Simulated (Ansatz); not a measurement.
## Ge2Mo: from a starting cell to a relaxed one

The start is a generated cell, Ge2Mo placed in the C54 structure type. The structure is fully relaxed (lattice and positions, P = 0) with r2SCAN (plane waves to 500 eV, PAW, scalar-relativistic; Ansatz, a program for electronic structure). The first steps use a coarse 6×6×6 k-mesh.

Starting cell:
```
Ge2Mo
1.0
    0.00000     4.20727     4.35150
    2.44280     0.00000     4.35150
    2.44280     4.20727     0.00000
Ge Mo
4 2
Direct
  0.66350   0.33650   0.66350
  0.33650   0.66350   0.33650
  0.58650   0.91350   0.58650
  0.91350   0.58650   0.91350
  0.00000   0.00000   0.00000
  0.25000   0.25000   0.25000
```

Problem. What pressure does the first self-consistent step give?

Solution. +3 GPa (positive: the cell is compressed).

Problem. Which atoms feel the largest initial force, and how large is it?

Solution. About 0.1 eV/Å, on Ge1, Ge2, Ge3, Ge4 (atoms numbered as listed).

Problem. How does the volume change?

Solution. +2.7 %, from 14.91 to 15.30 Å³/atom.

Problem. How do the shortest distances between atoms change?

Solution. The closest pairs of elements (up to four, under 3.6 Å), start → end: Ge–Ge 2.58 → 2.56 Å; Ge–Mo 2.60 → 2.60 Å; Mo–Mo 3.26 → 3.32 Å.

Problem. Is the relaxed structure metallic? Give its gap.

Solution. No gap (metallic).

Problem. What does it relax into? Give the structure.

Solution. 
```cif
data_Ge16Mo8
_chemical_formula_sum 'Ge16 Mo8'
_space_group_name_H-M_alt 'Fddd :1'
_space_group_IT_number 70
_space_group_name_Hall 'F 2 2 -1d'
_cell_length_a 4.78532
_cell_length_b 8.68760
_cell_length_c 8.83496
_cell_angle_alpha 90.000
_cell_angle_beta 90.000
_cell_angle_gamma 90.000
loop_
_atom_site_label
_atom_site_type_symbol
_atom_site_symmetry_multiplicity
_atom_site_Wyckoff_symbol
_atom_site_fract_x
_atom_site_fract_y
_atom_site_fract_z
_atom_site_occupancy
Ge1 Ge 16 g 0.00000 0.00000 0.16103 1
Mo1 Mo 8 b 0.50000 0.50000 0.50000 1
```
(The calculation used a cell of 6 atoms; values per cell refer to that cell.)

The space group stays Fddd (No. 70) (the run could not lower it); the end is AFLOW prototype A2B_oF24_70_e_a (C54, as in TiSi2), with 6 atoms in the primitive cell. Final values are on a 12×12×12 k-mesh of the relaxed cell. No spin polarisation in the result.

The run could not lose the symmetry of its start, so the end can be a saddle point.

The relaxed structure here is a generated cell of Ge2Mo: the first start was made by placing the elements on the sites of a structure type, and the end was not matched to a known phase here, so it may be hypothetical.
